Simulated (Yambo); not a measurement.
RbOH (space group P2_1/m, No. 11), G0W0@PBEsol in Yambo with this input:

```
rim_cut
gw0
dyson
el_el_corr
HF_and_locXC
ppa
em1d
RandQpts= 1000000
RandGvec= 1 Ry
EXXRLvcs= 84 Ry
VXCRLvcs= 336 Ry
Chimod= "HARTREE"
% BndsRnXp
 1 | 142 |
%
NGsBlkXp= 7 Ry
% LongDrXp
 1.0 | 1.0 | 1.0 |
%
PPAPntXp= 27.2114 eV
% GbndRnge
 1 | 142 |
%
GTermKind= "BG"
DysSolver= "n"
ExtendOut
```

On a 4×4×2 mesh, with wavefunctions cut at 84 Ry, the gap ((0, 0, -0.5) → Γ) is 5.652 eV and the valence edge shifts by -1.550 eV.

### Question
What happens with this change: no random integration?

### Answer
The gap falls by 0.081 eV, to 5.571 eV; the shift of the valence edge becomes -1.388 eV. Neither run is shown to be the converged limit.

Geometry of the Materials Project entry, not relaxed at this level; primitive cell a = 4.172 Å, b = 4.156 Å, c = 5.952 Å, α = γ = 90.00°, β = 104.16°.

The structure is a Materials Project entry; no match was found in the copy of COD used, and its stability was not checked.

A shift is the quasiparticle energy of the state minus its PBEsol energy.
